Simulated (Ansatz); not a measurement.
TiNi$_{4}$GeO$_{8}$:
```
TiNi4GeO8
1.0
    0.00000     4.13577     4.13577
    4.13577     0.00000     4.13577
    4.13577     4.13577     0.00000
Ti Ni Ge O
1 4 1 8
Direct
  0.00000   0.00000   0.00000
  0.62566   0.62566   0.12303
  0.62566   0.12303   0.62566
  0.12303   0.62566   0.62566
  0.62566   0.62566   0.62566
  0.25000   0.25000   0.25000
  0.87196   0.87196   0.38413
  0.87196   0.38413   0.87196
  0.38413   0.87196   0.87196
  0.87196   0.87196   0.87196
  0.37489   0.37489   0.87534
  0.37489   0.87534   0.37489
  0.87534   0.37489   0.37489
  0.37489   0.37489   0.37489
```
The run is spin-polarised.

This is the r²SCAN-relaxed structure.

All from r²SCAN in the plane-wave PAW code Ansatz, unless another level is named. Predict the magnetic order.

ferromagnetic.

What about the Bader charges?

Ti +2.22, Ni +1.33, Ge +2.39, O -1.27 to -1.21 e.

Space group F-43m. The first step of the workflow began from a Materials Project structure, measured or hypothetical; the Crystallography Open Database copy checked does not list it. With Ti and Ge taken as one species the cell has the higher symmetry Fd-3m, so it may be an ordered model of a mixed-site phase. Whether it is the stable phase at ambient conditions was not checked. The cell was relaxed with r²SCAN under the symmetry of its start; its stability against distortions is not shown here. The final state is ferromagnetic, chosen from 3 collinear starts compared on coarse meshes (ties went to the first, and starts can fall back to one state), not a proven ground state. Other orbital occupations within this spin state were not tried. No Hubbard U is applied.

Potentials: the later of the program's two PAW sets.
